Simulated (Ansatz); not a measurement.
Rough cost of magnetic runs on CrW (Cmmm) in Ansatz 0.2.0, 2 threads of Intel(R) Xeon(R) Platinum 8488C (Sapphire Rapids), on a shared host.

```
Cr W
1.0
     1.52897   -2.19122    0.00000
     1.52897    2.19122    0.00000
     0.00000    0.00000    4.21810
Cr W
1 1
Direct
  0.00000 0.00000 0.00000
  0.50000 0.50000 0.50000
```

```tsv
run	functional, mesh	k points solved	bands	iterations	wall time (s)	peak memory (GiB)
LAPW: spiral at 0.333 of the way from Γ to S	LDA, 12×12×6	296	70	19	600	2.7
PAW: spiral at 0.167 of the way from Γ to S	LDA, 12×12×6	288	36	18	46	0.76
PAW: spiral at 0.5 of the way from Γ to S	LDA, 12×12×6	288	36	18	45	0.78
LAPW: spiral at q = 0	LDA, 12×12×6	172	70	19	360	1.7
PAW: spiral at 0.833 of the way from Γ to S, mesh halved and not shifted	LDA, 6×6×3	40	36	19	7.2	0.42
PAW: spiral at q = 0	LDA, 12×12×6	172	36	19	28	0.6
PAW: spiral at 0 of the way from Γ to S, mesh halved and not shifted	LDA, 6×6×3	26	36	21	4.9	0.4
PAW: spiral at 0.333 of the way from Γ to S	LDA, 12×12×6	296	36	18	46	0.78
LAPW: spiral at 0.5 of the way from Γ to S	LDA, 12×12×6	288	70	19	580	2.7
```

Roughly how much dearer is an iteration by LAPW than by PAW among the runs with the first row's mesh and spin treatment (non-collinear)?

About 12 times (medians of wall time over iterations; times from a shared host are rough).
